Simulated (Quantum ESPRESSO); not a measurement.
Kohn-Sham bands of SnAs (rock salt)

```yaml
crystal:
  lattice:
    - [0.00000, 2.87687, 2.87687]
    - [2.87687, 0.00000, 2.87687]
    - [2.87687, 2.87687, 0.00000]
  atoms:
    - { symbol: Sn, position: [0.50000, 0.50000, 0.50000] }
    - { symbol: As, position: [0.00000, 0.00000, 0.00000] }
```

Cell from Materials Project (mp-2182), symmetrised, no further relaxation. COD (Crystallography Open Database) has an entry of this formula and space group (matched by these alone). Method: LDA plane waves in Quantum ESPRESSO 7.5 (PseudoDojo norm-conserving files, 64 Ry, no spin polarisation, no spin-orbit coupling), Bloch states on a 10×10×10 mesh through Γ, Wannier90 4.0.1. Density: 10×10×10 mesh, cold smearing 0.01 Ry. Spin-orbit coupling is left out although heavy elements are present.

Problem. List the Kohn-Sham levels between −8 and 3.0 eV relative to the Fermi level at the high-symmetry points, as a band run of pw.x on that density gives them (levels within 2 meV counted together).

Solution. 
```
point  k (reciprocal lattice)                        levels (eV)
-----  ----------------------  ---------------------------------
Γ           0.000 0.000 0.000                  -3.05, -1.13 (×3)
X           0.500 0.000 0.500     -5.76, -5.76, -3.29 (×2), 2.78
U           0.625 0.250 0.625         -7.29, -5.25, -2.66, -1.90
K           0.375 0.375 0.750         -7.29, -5.25, -2.66, -1.90
L           0.500 0.500 0.500  -0.65 (×2), 0.74, 1.28 (×2), 2.15
W           0.500 0.250 0.750      -7.18, -4.79 (×2), 0.78, 2.01
```
